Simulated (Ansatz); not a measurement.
**RbGdO₂ (R-3m): majority and minority states**

```xyz
4
Lattice="1.7740 1.0242 6.5267 -1.7740 1.0242 6.5267 0.0000 -2.0484 6.5267" Properties=species:S:1:pos:R:3 pbc="T T T"
Rb    0.0000    0.0000    0.0000
Gd    0.0000    0.0000    9.7900
O     0.0000    0.0000    4.3076
O     0.0000    0.0000   15.2724
```

The geometry is a structure as deposited in COD, held fixed and not relaxed.

Settings: PBEsol, 9×9×9 k mesh, Fermi–Dirac smearing of 0.08 eV. LAPW is all-electron LAPW in Ansatz 0.2.0. Site moments are integrated in spheres about the atoms. Start moments (μB): Gd2 7. DFT+U (Dudarev's form): U = 3.0 eV on Gd f.

Task: Give the density of states by spin, smoothed by a Gaussian of 0.15 eV.

Result: 
```json
{"E − E_F (eV)": "-7.00", "majority (states/eV/cell)": "0.00", "minority (states/eV/cell)": "0.00"}
{"E − E_F (eV)": "-6.70", "majority (states/eV/cell)": "0.00", "minority (states/eV/cell)": "0.00"}
{"E − E_F (eV)": "-6.40", "majority (states/eV/cell)": "0.00", "minority (states/eV/cell)": "0.00"}
{"E − E_F (eV)": "-6.10", "majority (states/eV/cell)": "0.00", "minority (states/eV/cell)": "0.00"}
{"E − E_F (eV)": "-5.80", "majority (states/eV/cell)": "0.00", "minority (states/eV/cell)": "0.00"}
{"E − E_F (eV)": "-5.50", "majority (states/eV/cell)": "0.00", "minority (states/eV/cell)": "0.00"}
{"E − E_F (eV)": "-5.20", "majority (states/eV/cell)": "0.35", "minority (states/eV/cell)": "0.00"}
{"E − E_F (eV)": "-4.90", "majority (states/eV/cell)": "7.83", "minority (states/eV/cell)": "0.00"}
{"E − E_F (eV)": "-4.60", "majority (states/eV/cell)": "13.58", "minority (states/eV/cell)": "0.10"}
{"E − E_F (eV)": "-4.30", "majority (states/eV/cell)": "2.40", "minority (states/eV/cell)": "0.74"}
{"E − E_F (eV)": "-4.00", "majority (states/eV/cell)": "2.11", "minority (states/eV/cell)": "2.12"}
{"E − E_F (eV)": "-3.70", "majority (states/eV/cell)": "2.34", "minority (states/eV/cell)": "2.14"}
{"E − E_F (eV)": "-3.40", "majority (states/eV/cell)": "2.68", "minority (states/eV/cell)": "2.60"}
{"E − E_F (eV)": "-3.10", "majority (states/eV/cell)": "1.60", "minority (states/eV/cell)": "1.90"}
{"E − E_F (eV)": "-2.80", "majority (states/eV/cell)": "1.66", "minority (states/eV/cell)": "2.53"}
{"E − E_F (eV)": "-2.50", "majority (states/eV/cell)": "2.25", "minority (states/eV/cell)": "2.87"}
{"E − E_F (eV)": "-2.20", "majority (states/eV/cell)": "1.70", "minority (states/eV/cell)": "3.68"}
{"E − E_F (eV)": "-1.90", "majority (states/eV/cell)": "2.87", "minority (states/eV/cell)": "1.28"}
{"E − E_F (eV)": "-1.60", "majority (states/eV/cell)": "1.87", "minority (states/eV/cell)": "0.02"}
{"E − E_F (eV)": "-1.30", "majority (states/eV/cell)": "0.12", "minority (states/eV/cell)": "0.00"}
{"E − E_F (eV)": "-1.00", "majority (states/eV/cell)": "0.00", "minority (states/eV/cell)": "0.00"}
{"E − E_F (eV)": "-0.70", "majority (states/eV/cell)": "0.00", "minority (states/eV/cell)": "0.00"}
{"E − E_F (eV)": "-0.40", "majority (states/eV/cell)": "0.00", "minority (states/eV/cell)": "0.00"}
{"E − E_F (eV)": "-0.10", "majority (states/eV/cell)": "0.00", "minority (states/eV/cell)": "0.00"}
{"E − E_F (eV)": "0.20", "majority (states/eV/cell)": "0.00", "minority (states/eV/cell)": "0.00"}
{"E − E_F (eV)": "0.50", "majority (states/eV/cell)": "0.00", "minority (states/eV/cell)": "0.00"}
{"E − E_F (eV)": "0.80", "majority (states/eV/cell)": "0.00", "minority (states/eV/cell)": "0.00"}
{"E − E_F (eV)": "1.10", "majority (states/eV/cell)": "0.00", "minority (states/eV/cell)": "0.00"}
{"E − E_F (eV)": "1.40", "majority (states/eV/cell)": "0.06", "minority (states/eV/cell)": "0.02"}
{"E − E_F (eV)": "1.70", "majority (states/eV/cell)": "0.29", "minority (states/eV/cell)": "0.19"}
{"E − E_F (eV)": "2.00", "majority (states/eV/cell)": "0.58", "minority (states/eV/cell)": "0.52"}
{"E − E_F (eV)": "2.30", "majority (states/eV/cell)": "1.00", "minority (states/eV/cell)": "0.94"}
{"E − E_F (eV)": "2.60", "majority (states/eV/cell)": "0.96", "minority (states/eV/cell)": "1.08"}
{"E − E_F (eV)": "2.90", "majority (states/eV/cell)": "0.44", "minority (states/eV/cell)": "0.58"}
{"E − E_F (eV)": "3.20", "majority (states/eV/cell)": "0.56", "minority (states/eV/cell)": "2.62"}
{"E − E_F (eV)": "3.50", "majority (states/eV/cell)": "0.96", "minority (states/eV/cell)": "10.65"}
{"E − E_F (eV)": "3.80", "majority (states/eV/cell)": "1.19", "minority (states/eV/cell)": "8.90"}
{"E − E_F (eV)": "4.10", "majority (states/eV/cell)": "2.05", "minority (states/eV/cell)": "2.77"}
{"E − E_F (eV)": "4.40", "majority (states/eV/cell)": "1.81", "minority (states/eV/cell)": "1.28"}
```
Site moments (μB): Rb1 0.00, Gd2 6.94, O3 -0.01, O4 -0.01. Cell moment 7.00 μB.

Löwdin populations of d and f shells (filled inner shells left out):

```json
{"shell": "Gd2 5d", "up": "0.93", "down": "0.85"}
{"shell": "Gd2 4f", "up": "6.99", "down": "0.08"}
```

Further occupied bands lie below the window, the nearest with its top at -11.4 eV.

Spin–orbit coupling is left out although heavy atoms are present. With open f shells a run can end in a state that isn't the lowest. These are results for the start and cell typed. The real compound can order otherwise, in a larger cell, or not at all, since semilocal functionals without spin fluctuations often overstate magnetism; near a collapse of the moment, mesh and smearing move it by tens of per cent.
